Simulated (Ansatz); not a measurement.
Mg (9R (Sm type), R-3m) under volume change, PBEsol in the plane-wave PAW code Ansatz, shape and atoms relaxed at each volume.

```
V (Å³/atom)  E − E(relaxed) (meV/atom)     P (GPa)
-----------  -------------------------  ----------
20.525                            24.8        4.23
21.201                            10.4        2.60
21.878                      (withheld)  (withheld)
22.555                             0.0        0.00
23.231                             2.2       -1.04
23.908                      (withheld)  (withheld)
24.585                            18.4       -2.70
```

### Question
Complete the blanks.

### Answer

- 21.878, E − E(relaxed) (meV/atom): 2.5
- 21.878, P (GPa): 1.20
- 23.908, E − E(relaxed) (meV/atom): 8.6
- 23.908, P (GPa): -1.93

### Question
What does a third-order Birch–Murnaghan fit give for V₀, B₀ and B′?

### Answer
V₀ = 22.55 Å³/atom, B₀ = 37.2 GPa, B′ = 4.0.

The workflow started from a Materials Project entry (that database holds measured and hypothetical structures alike); the Crystallography Open Database copy checked does not list it. It is not the phase usual at ambient conditions (space group No. 194). The cell was relaxed with PBEsol under the symmetry of its start; of distortions, only those at the zone centre were tested.

Potentials: the later of the program's two PAW sets.
